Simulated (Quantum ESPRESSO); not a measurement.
# Band energies of TiO₂

```
CELL_PARAMETERS angstrom
     -2.97316     3.28737     3.28740
      2.97316    -3.28737     3.28740
      2.97316     3.28737    -3.28740
ATOMIC_POSITIONS crystal
  O  0.30492 0.30477 0.49985
  O  0.69508 0.69523 0.50015
  O  0.30492 0.80507 0.00015
  O  0.69508 0.19493 0.99985
  O  0.19548 0.25038 0.94510
  O  0.80452 0.74962 0.05490
  O  0.80528 0.25038 0.55490
  O  0.19472 0.74962 0.44510
  Ti 0.50476 0.75476 0.75000
  Ti 0.49524 0.24524 0.25000
  Ti 0.00000 0.00000 0.50000
  Ti 0.00000 0.50000 0.00000
```

LDA (pw.x of Quantum ESPRESSO, ONCV potentials, no spin-orbit coupling); path ΓXMΓZPNZ1M,XP; energies in eV from the valence-band maximum.

```
k (1/Å)  point  band 44  band 45  band 46  band 47  band 48  band 49  band 50  band 51
-------  -----  -------  -------  -------  -------  -------  -------  -------  -------
0.00         Γ    -0.68    -0.68    -0.45    -0.45     0.00     1.78     2.03     2.34
0.45              -1.23    -0.94    -0.94    -0.86    -0.39     1.93     1.93     2.20
0.68         X    -1.59    -1.00    -1.00    -0.72    -0.72     1.81     1.82     2.41
1.13              -1.52    -1.35    -1.35    -1.15    -1.15     2.00     2.00     2.53
1.35         M    -1.42    -1.27    -1.27    -1.08    -1.07     1.81     1.82     2.44
1.54              -1.45    -1.41    -1.40    -1.25    -0.91     1.82     2.05     2.44
2.12              -0.83    -0.80    -0.70    -0.59    -0.05     1.84     2.14     2.23
2.31         Γ    -0.68    -0.68    -0.45    -0.45     0.00     1.78     2.03     2.34
2.63              -0.93    -0.93    -0.89    -0.89    -0.11     2.19     2.25     2.27
2.95              -1.62    -1.61    -1.50    -1.49    -0.72     2.18     2.38     2.39
3.27         Z    -1.43    -1.35    -1.35    -1.11    -1.10     1.85     1.86     2.45
3.43              -1.49    -1.47    -1.47    -1.21    -1.21     2.03     2.04     2.40
3.75              -1.65    -1.40    -0.95    -0.95    -0.72     1.99     2.54     2.54
4.07         P    -1.93    -0.84    -0.84    -0.82    -0.82     2.47     2.47     2.47
4.23              -1.69    -1.00    -1.00    -0.73    -0.73     2.33     2.33     2.62
4.55         N    -1.60    -1.21    -1.21    -0.62    -0.62     2.18     2.18     2.56
4.71              -1.39    -1.35    -1.33    -0.90    -0.61     2.03     2.37     2.44
5.03              -1.51    -1.45    -1.41    -1.31    -1.15     2.00     2.10     2.39
5.19        Z1    -1.43    -1.35    -1.35    -1.11    -1.10     1.85     1.86     2.45
5.19         M    -1.42    -1.27    -1.27    -1.08    -1.07     1.81     1.82     2.44
5.87         X    -1.59    -1.00    -1.00    -0.72    -0.72     1.81     1.82     2.41
6.40         P    -1.93    -0.84    -0.84    -0.82    -0.82     2.47     2.47     2.47
```

The LDA gap is direct, 1.78 eV at Γ.

Geometry of the Materials Project entry, not relaxed at this level.

This is not the ordinary phase of the substance; no match was found in the copy of COD used, and its stability was not checked.

Letters of k points follow the standard setting of the lattice, whose axes may be ordered differently from the printed cell.
